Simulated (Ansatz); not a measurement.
43Ca NMR of the central transition in NaCaCeBiO6

Cell: a computed structure from the Materials Project (it need not be an observed phase), taken as it stands.

Space group P-4n2 (No. 118); a = 5.8961, c = 8.6422 Å.

| site | Wyckoff | site symmetry | x | y | z |
| --- | --- | --- | --- | --- | --- |
| Na | 2d | 2.22 | 0.5000 | 0.0000 | 0.2500 |
| Ca | 2c | 2.22 | 0.0000 | 0.5000 | 0.2500 |
| Ce | 2b | -4.. | 0.0000 | 0.0000 | 0.5000 |
| Bi | 2a | -4.. | 0.0000 | 0.0000 | 0.0000 |
| O9 | 4e | 2.. | 0.0000 | 0.0000 | 0.2453 |
| O13 | 8i | 1 | 0.3213 | 0.1664 | 0.9835 |

One atom of each set is listed.

Computed with Ansatz: DFT, r2SCAN, plane waves and PAW, scalar-relativistic, 500 eV cutoff, Γ-centred 4×4×3 k-points, Fermi–Dirac smearing 0.02 eV.

43Ca has I = 7/2 and Q = -40.80 mb (Pyykkö 2018); at 28.2 T its Larmor frequency is ν₀ = 80.9 MHz. Only the quadrupole interaction is simulated: positions count from each site's isotropic chemical shift, and J coupling is left out, as are shift anisotropy and dipolar coupling, which fast spinning averages.

Question: What does the 43Ca spectrum (fast magic-angle spinning) show for each site?

Answer: 

```csv
site,first shell,C_Q (MHz),η,P_Q (MHz),δ_QIS (ppm),breadth (kHz)
Ca,8 O at 2.48–2.95 Å,-6.12,0.58,6.46,-16.2,3.04
```

δ_QIS = −(ν_Q²/30ν₀²)[I(I+1) − 3/4](1 + η²/3) × 10⁶ ppm with ν_Q = 3|C_Q|/[2I(2I−1)]; it falls as 1/B₀² in ppm, and the breadth as 1/B₀ in kHz.

At this cell the principal stresses reach 5 GPa in size with r2SCAN, which can matter for small gradients. The largest force is 0.5 eV/Å, so the atoms aren't at the calculated equilibrium and relaxing them would move these values.
